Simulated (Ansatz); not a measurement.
## ZnSe: the gap against volume

ZnSe, F-43m, a = 5.666 Å. Ansatz: r2SCAN, PAW, 500 eV, Γ-centred 8×8×8 mesh on 2 atoms, Gaussian smearing 0.02 eV; no spin polarisation. Symmetry fixes shape and atoms, so the cell is only scaled; x = ln(V/V0) with V0 = 22.736 Å³/atom. The gap is read at the mesh points alone.

```
      x gap y (eV)
-0.1278           ?
-0.0943       2.285
-0.0619       2.138
-0.0305       1.999
 0.0000       1.867
 0.0296       1.741
 0.0583       1.622
 0.0953       1.472
```

Task: Fit a straight line to the other rows, give the volume deformation potential of the gap and its pressure coefficient, and predict the missing gap. B0 = 65.3 GPa.

Result: Means x = -0.0005000, y = 1.8749; Σ(Δx)² = 0.02701, ΣΔxΔy = -0.1158; the slope is their ratio. y = 1.8727 − 4.2891 x. The slope is the deformation potential a = dE_g/d ln V = -4.29 eV, and dE_g/dP = −a/B0 = 65.7 meV/GPa. At x = -0.1278 the fit asked for gives 2.421 eV. The run gave 2.439 eV, so the fit is 0.018 eV too low, 1.9 % of the span of the series, against an rms of 0.005 eV on the fitted rows. The row lies outside the fitted range. With a term in x² added, a fit to the same known rows predicts 2.440 eV, so most of the miss is curvature that the known rows already hold.

Spin-orbit coupling is left out; it would lift a valence top of Se p states by 0.1 to 0.15 eV. Semilocal functionals give gaps under the measured ones; changes of the gap mostly carry over better.